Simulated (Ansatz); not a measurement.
Ba2CuWO6 single point

input.yaml (Ansatz 0.2.0)

```yaml
crystal:
  lattice:
    - [0.0, 5.6322, 0.0]
    - [5.6322, 0.0, 0.0]
    - [2.8161, 2.8161, -4.370922]
  atoms:
    - { symbol: Ba, position: [0.75, 0.25, 0.5] }
    - { symbol: Ba, position: [0.25, 0.75, 0.5] }
    - { symbol: Cu, position: [0.0, 0.0, 0.0] }
    - { symbol: W, position: [0.5, 0.5, 0.0] }
    - { symbol: O, position: [0.238, 0.272, 0.0] }
    - { symbol: O, position: [0.272, 0.762, 0.0] }
    - { symbol: O, position: [0.762, 0.728, 0.0] }
    - { symbol: O, position: [0.728, 0.238, 0.0] }
    - { symbol: O, position: [0.28, 0.28, 0.44] }
    - { symbol: O, position: [0.72, 0.72, 0.56] }
  symmetry: { tolerance: 0.0003 }
kpoints:
  mp_grid: { grid: [6, 6, 6], shift: [0, 0, 0] }
  band_path:
    path:
      - [0.0, 0.0, 0.0]
      - [0.5, 0.5, 0.5]
      - [0.5, 0.5, 0.75]
      - [0.5, 0.0, 0.5]
      - [0.0, 0.0, 0.0]
      - [0.0, 0.0, 0.5]
      - [0.29245129, 0.0, 0.64622565]
      - [0.70754871, 0.0, 0.35377435]
      - [0.0, 0.0, 0.0]
      - [0.5, 0.5, 0.5]
      - [0.70754871, 0.29245129, 0.5]
    npoints: 6
magnetization:
  spin_polarized: false
scf:
  occupations: { method: cold, width: 0.0664 }
  lower_state_search: "off"
  max_iter: 200
hamiltonian:
  pseudopotentials: { kind: paw }
  xc: r2scan
total_charge: 2
basis:
  ecutwfc: 500
  fft_grid_basis: typed
output:
  forces: true
  stress: true
  eigenvalues: true
  populations: true
  elf: true
  write_potential: true
  volumetric_format: npy
  dos:
    e_range: [-12, 8]
    de: 0.05
    projected: { site_lists: { Ba: [Ba], Cu: [Cu], O: [O], W: [W] } }
checkpoint:
  read: saved_state
```

The run starts from an earlier solution of this cell. 

Excerpt of what it printed:

```
SCF iter   1: F=—  Δρ=6.03e-3  dr2=1.99e-2  dr2_τ=8.04e-3
SCF iter   2: F=—  S|Δr|=    0.00e0  Δρ=8.92e-3  dr2=8.84e-2  dr2_τ=3.89e-3  recentre
SCF iter   3: F=—  S|Δr|=    0.00e0  Δρ=4.71e-3  dr2=1.39e-2  dr2_τ=2.13e-3
SCF iter   4: F=—  S|Δr|=    0.00e0  Δρ=2.08e-3  dr2=1.21e-3  dr2_τ=7.95e-4
SCF iter   5: F=—  S|Δr|=    0.00e0  Δρ=6.12e-4  dr2=1.34e-4  dr2_τ=7.24e-5
SCF iter   6: F=—  S|Δr|=    0.00e0  Δρ=1.59e-4  dr2=1.91e-5  dr2_τ=3.31e-6
SCF iter   7: F=—  S|Δr|=    0.00e0  Δρ=8.47e-5  dr2=8.07e-6  dr2_τ=1.88e-7
SCF iter   8: F=—  S|Δr|=    0.00e0  Δρ=7.65e-5  dr2=6.70e-6  dr2_τ=9.41e-8
SCF iter   9: F=-32396.5617 eV  S|Δr|=    0.00e0  Δρ=6.14e-6  dr2=6.70e-8  dr2_τ=8.64e-9
Free energy (F): -32396.5617 eV
Harris-Foulkes:  -32396.5617 eV  (|F-HF|=6.71e-8)
Internal energy: -32396.5624 eV  (E = F + TS)
E sigma→0 (E₀):  -32396.5619 eV
Entropy (-TS):   0.0007 eV (0.070 meV/atom)
Fermi energy:    8.7049 eV
--- Per-component energies (eV) ---
  E_band       = -800.6651
  E_kinetic    = 2094.7732
  E_local      = -9182.2930  (includes V_loc(G=0)·N_el)
  E_nonlocal   = 773.7486
  E_hartree    = 3802.6979
  E_xc         = -1065.7372
  E_vxc        = -1281.8100  (∫ρ·V_xc dr)
  E_paw        = -21715.3260  (= ΣΔE_a)
  E_vpaw       = -885.9866  (= ΣTr[D̂ρ^β])
  E_aug_tail   = 0.0059  (compensation charges beyond the density's cutoff)
  E_vtau       = 75.4842  (kinetic-family band-sum trace: ∫τ·v_τ [+ j·A + Jᵃ·Aᵃ] dr)
  E_ewald      = -7103.4919
  E_core_change = -0.9399  (= ΣΔE_core)
  E_smearing   = 0.0007  (= −TS)
  E_deformation_potential = 39.6790  (in the stress; not in F)
--- Forces (eV/Å), atoms counted from 1 ---
  atom   1  Ba     0.0000     0.0000     0.0000
  atom   2  Ba     0.0000     0.0000     0.0000
  atom   3  Cu     0.0000     0.0000     0.0000
  atom   4  W      0.0000     0.0000     0.0000
  atom   5  O     -0.3716    -0.1016     0.0000
  atom   6  O      0.1016    -0.3716     0.0000
  atom   7  O      0.3716     0.1016     0.0000
  atom   8  O     -0.1016     0.3716     0.0000
  atom   9  O      0.0000     0.0000     0.4220
  atom  10  O      0.0000     0.0000    -0.4220
--- Stress (GPa, compression-positive) ---
        3.7693       0.0000       0.0000
        0.0000       3.7693       0.0000
        0.0000       0.0000       6.5641
  P = ⅓ Tr σ = 4.7009 GPa (47.009 kbar)
```

Origin: a database entry at a rescaled volume. Caveats: many states at the Fermi level without spin polarisation, so a magnetic state may lie lower; charged cell with a uniform background.
